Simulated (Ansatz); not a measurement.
LaS2:
```
LaS2
1.0
    8.18491     0.00000     0.00000
    0.00000    16.41968     0.00000
    0.00000     0.00000     4.16494
La S
8 16
Cartesian
  1.06457   6.37716   0.89983
  7.12035  10.04252   3.26511
  3.02789  10.04252   2.98230
  5.15702   6.37716   1.18264
  5.15702   1.83268   1.18264
  3.02789  14.58700   2.98230
  7.12035  14.58700   3.26511
  1.06457   1.83268   0.89983
  3.06491   7.10639   3.07300
  5.12001   9.31329   1.09194
  1.02755   9.31329   0.99053
  7.15736   7.10639   3.17441
  7.15736   1.10345   3.17441
  1.02755  15.31623   0.99053
  5.12001  15.31623   1.09194
  3.06491   1.10345   3.07300
  3.22375   4.10492   0.59642
  4.96116  12.31476   3.56852
  0.86871  12.31476   2.67889
  7.31621   4.10492   1.48605
  0.81453   4.10492   2.74517
  7.37039  12.31476   1.41977
  3.27793  12.31476   0.66270
  4.90698   4.10492   3.50224
```

Relaxed with r²SCAN. Special points in fractions of this cell's reciprocal vectors: Γ (0.000, 0.000, 0.000); X (0.500, 0.000, 0.000); S (0.500, 0.500, 0.000); Y (0.000, 0.500, 0.000); Z (0.000, 0.000, 0.500); U (0.500, 0.000, 0.500); R (0.500, 0.500, 0.500); T (0.000, 0.500, 0.500).

Q: List the band energies nearest the valence-band maximum at these points for the program Ansatz at the r²SCAN level (PAW).

A: In eV from the valence-band maximum; about four levels below and three above (degenerate sets whole), none deeper than 8.9 eV; points with the same levels are listed once.

```json
[
 {"k": "Γ", "below": "-1.14 -1.13 -1.12 -0.55", "above": "0.92 1.57 1.77"},
 {"k": "X", "below": "-1.20 -1.20 -0.69 -0.69", "above": "2.05 2.05 2.13 2.13"},
 {"k": "S", "below": "-0.93 -0.93 -0.93 -0.93", "above": "2.12 2.12 2.12 2.12"},
 {"k": "Y", "below": "-1.13 -1.13 -0.92 -0.92", "above": "1.13 1.13 2.25 2.25"},
 {"k": "Z", "below": "-1.09 -1.09 -0.43 -0.43", "above": "2.67 2.67 2.79 2.79"},
 {"k": "U", "below": "-0.11 -0.11 -0.03 -0.03", "above": "2.46 2.46 2.50 2.50"},
 {"k": "R", "below": "-0.07 -0.07 -0.07 -0.07", "above": "2.49 2.49 2.49 2.49"},
 {"k": "T", "below": "-0.94 -0.94 -0.46 -0.46", "above": "2.67 2.67 2.82 2.82"}
]
```

Space group Pnma. The workflow started from a Materials Project entry (that database holds measured and hypothetical structures alike); the Crystallography Open Database files this formula in space group No. 62, but the cells were not matched. Whether it is the stable phase at ambient conditions was not checked. The cell was relaxed with r²SCAN under the symmetry of its start; its stability against distortions is not shown here. Spin–orbit coupling is left out wherever it is not named.

Potentials: the later of the program's two PAW sets.
